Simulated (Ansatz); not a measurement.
GaN:
```
GaN
1.0
    0.00000     2.24907     2.24907
    2.24907     0.00000     2.24907
    2.24907     2.24907     0.00000
Ga N
1 1
Cartesian
  0.00000   0.00000   0.00000
  1.12453   1.12453   1.12453
```

Relaxed with r²SCAN. 

HSE06 on this cell (Ansatz, a program for electronic structure, PAW) gives a gap of 3.00 eV. What does r²SCAN give?

2.17 eV.

Cost on shared cores: the r²SCAN run (SCF on a 11×11×11 mesh, then bands and DOS) about 10 core-seconds (a rough figure), the HSE06 run (SCF on 8×8×8, then a few points) roughly 50 core-seconds; the tasks are unlike.

Space group F-43m (zinc blende). Symmetry was held in the r²SCAN relaxation; phonons on a q-mesh show no instability. Spin–orbit coupling is left out wherever it is not named.

Potentials: the earlier of the program's two PAW sets.

Ansatz is a plane-wave DFT program.
